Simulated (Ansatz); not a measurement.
Given:

Cr$_{2}$C:
```xyz
3
Lattice="2.7756 0.0000 0.0000 -1.3878 2.4037 0.0000 0.0000 0.0000 4.1777" Properties=species:S:1:pos:R:3 pbc="T T T"
Cr     1.3878     0.8012     1.0278
Cr     0.0000     1.6025     3.1499
C      0.0000     0.0000     2.0889
```

This is the LDA-relaxed structure. Cartesian axes are those of the cell as given.

Task: All from the program Ansatz at the LDA level (PAW), unless another level is named. Estimate the highest zone-centre frequency.

Result: 729 cm⁻¹.

Task: What about the Hill bulk and shear moduli?

Result: 288 and 166 GPa.

Task: Give the elastic constants (relaxed ions, GPa).

Result: C11 = 545, C12 = 131, C13 = 179, C14 = -15.7, C33 = 529, C44 = 132.

Space group P-3m1. The first step of the workflow began from a Materials Project structure, measured or hypothetical; the Crystallography Open Database copy checked does not list it. Whether it is the stable phase at ambient conditions was not checked. The LDA relaxation kept the symmetry of its start; of distortions, only those at the zone centre were tested. No spin polarisation was allowed. As this level gives no gap, shear constants depend on the k-mesh and smearing (Fermi–Dirac, 0.1 eV here). As this level gives no gap, phonon frequencies hold no LO–TO term and depend on the k-mesh and smearing (Fermi–Dirac, 0.1 eV here). On the denser mesh and wider smearing of the elastic run this cell carries a stress of 0.5 GPa.

Potentials: the later of the program's two PAW sets.
